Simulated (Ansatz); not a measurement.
RuW in space group Cmcm (No. 63; W on 4c, Ru on 4c), the program Ansatz at the PBE level (PAW), all energies at zero smearing, with the estimated change up to a 700 eV cutoff added, with one set of potentials and settings (totals compare only within such a set). Cell of 4 atoms (2 W, 2 Ru): -32526.303 eV.

```tsv
element	reference phase	E (eV/atom)
W	Im-3m, 1 atoms in the cell	-10384.8193
Ru	P6_3/mmc, 2 atoms in the cell	-5878.6876
```

Formation energy per atom, worked out: (-32526.303 − 2×(-10384.8193) − 2×(-5878.6876))/4 = 0.178 eV/atom (17 kJ per mol of atoms), at 0 K, without zero-point energy or fitted corrections.

The start of the workflow was typed in or built on a structure type; neither database checked (COD, Materials Project) lists it. Its standing as an ambient phase is unchecked. The cell was relaxed with PBE under the symmetry of its start; its stability against distortions is not shown here. No spin polarisation was allowed. Its formation energy is positive at this level, so the cell may be metastable or incomplete. The references are the lowest solids computed at this level, not always the standard phases. Spin–orbit coupling is left out wherever it is not named.

Potentials: the later of the program's two PAW sets.
